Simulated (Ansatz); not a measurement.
# Sc₃TlB: computed property card

Sc₃TlB:
```
CELL_PARAMETERS angstrom
      4.67429     0.00000     0.00000
      0.00000     4.67429     0.00000
      0.00000     0.00000     4.67429
ATOMIC_POSITIONS crystal
  Tl 0.00000 0.00000 0.00000
  Sc 0.00000 0.50000 0.50000
  Sc 0.50000 0.00000 0.50000
  Sc 0.50000 0.50000 0.00000
  B  0.50000 0.50000 0.50000
```

Space group Pm-3m (No. 221), anti-perovskite; conventional cell a = 4.6743 Å, b = 4.6743 Å, c = 4.6743 Å, α = 90.00°, β = 90.00°, γ = 90.00°.

Method: plane-wave PAW r²SCAN (Ansatz code). Geometry: relaxed at this level of theory. Other levels are named where they apply.

### Cell and energy

- Volume per atom = 20.43 Å³
- Density = 5.69 g/cm³
- Formation energy from the elements (no fitted shifts) = -0.46 eV/atom

### Electronic structure

* **Electronic character**: metallic (no gap)
* **Density of states at the Fermi level**: 0.81 states/eV per atom (mean over ±0.08 eV)
* **Gap with spin–orbit coupling**: none (metallic)

### Mechanics

Bulk modulus (Birch–Murnaghan fit): 82.1 GPa
Pressure derivative B′: 3.9

### Charges

Bader charges: Tl -2.12, Sc +1.53, B -2.48 e

The workflow started from an entry of the Crystallography Open Database (COD). Its standing as an ambient phase is unchecked. Symmetry was held in the r²SCAN relaxation; whether a distortion lowers the energy is not shown. The run is not spin-polarised. The references are the lowest solids computed at this level, not always the standard phases. Scalar-relativistic: spin–orbit coupling is off unless named, which matters more the heavier the elements.

Potentials: the later of the program's two PAW sets.
